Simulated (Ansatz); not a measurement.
Method: DFT PBE, scalar-relativistic, plane waves, PAW in Ansatz 0.2.0. Settings: cutoff 420 eV, Γ-centred meshes spaced at most about 0.3 Å⁻¹, and about 0.25 Å⁻¹ or finer for metals (2π included), Gaussian smearing. Collinear spin in cells that started with moments and kept them past the coarse steps, no spin elsewhere.

All energies are static (0 K, no zero-point motion).

Two relaxed structures of MnSi4:

A. (site moments Mn 1.1 μB)

```cif
data_structure
_symmetry_space_group_name_H-M 'Im-3m'
_symmetry_Int_Tables_number 229
_cell_length_a 5.2988
_cell_length_b 5.2988
_cell_length_c 5.2988
_cell_angle_alpha 90.000
_cell_angle_beta 90.000
_cell_angle_gamma 90.000
_cell_volume 148.77
loop_
_atom_site_label
_atom_site_type_symbol
_atom_site_symmetry_multiplicity
_atom_site_Wyckoff_symbol
_atom_site_fract_x
_atom_site_fract_y
_atom_site_fract_z
_atom_site_occupancy
Mn1 Mn 2 a 0.00000 0.00000 0.00000 1
Si1 Si 8 c 0.25000 0.25000 0.25000 1
```

B. (site moments Mn 3.5 μB)

```cif
data_structure
_symmetry_space_group_name_H-M 'P6/mmm'
_symmetry_Int_Tables_number 191
_cell_length_a 5.0795
_cell_length_b 5.0795
_cell_length_c 4.6356
_cell_angle_alpha 90.000
_cell_angle_beta 90.000
_cell_angle_gamma 120.000
_cell_volume 103.58
loop_
_atom_site_label
_atom_site_type_symbol
_atom_site_symmetry_multiplicity
_atom_site_Wyckoff_symbol
_atom_site_fract_x
_atom_site_fract_y
_atom_site_fract_z
_atom_site_occupancy
Mn1 Mn 1 b 0.00000 0.00000 0.50000 1
Si1 Si 3 f 0.50000 0.00000 0.00000 1
Si2 Si 1 a 0.00000 0.00000 0.00000 1
```

**Question.** Which would you expect to be lower, and how large is the difference?

**Answer.** A is lower, by 0.80 eV/atom. A has space group Im-3m (No. 229), 14.9 Å³/atom and no gap on its mesh; B has space group P6/mmm (No. 191), 20.7 Å³/atom and no gap. Counting Si atoms around Mn (those within 1.25 times the shortest such distance or 1.15 times the sum of covalent radii), A has Mn 8 and B has Mn 2. B holds Si–Si nets (shortest 2.54 Å); in A the shortest Si–Si distance is 2.65 Å, near bonding range too. The denser one is the lower, and pressure would at first widen the difference. Even the lower one lies +0.11 eV/atom against the reference forms of the elements (uncorrected), so neither is stable at this level. Both come from invented guesses.

The magnetic state reached may not be the lowest. Cells relaxed within their symmetry can be saddle points. Some types were kept out of the candidates beforehand, so the set may lack a known form.
